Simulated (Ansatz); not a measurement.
Al2Pt (fluorite or antifluorite type), relaxed and computed with several functionals in Ansatz (plane waves, PAW).

```tsv
functional	a (Å)	ΔH_f (eV/atom)
PBEsol	[?]	[?]
r²SCAN	5.904	-0.97
LDA	5.853	-0.91
PBE	5.946	-0.88
```

### Question
What belongs in the gaps?

### Answer

- PBEsol, a (Å): 5.897
- PBEsol, ΔH_f (eV/atom): -0.87

All cells were relaxed under the symmetry of their starts (and spin orders); stability against distortions was not tested throughout. Rows with no word on spin ran without spin polarisation. Scalar-relativistic: spin–orbit coupling is off unless named, which matters more the heavier the elements.

Potentials: the later of the program's two PAW sets.

Ansatz (a first-principles code) is a plane-wave DFT program.

Formation energies count from the lowest solids of the elements computed at the same level, not from gases.
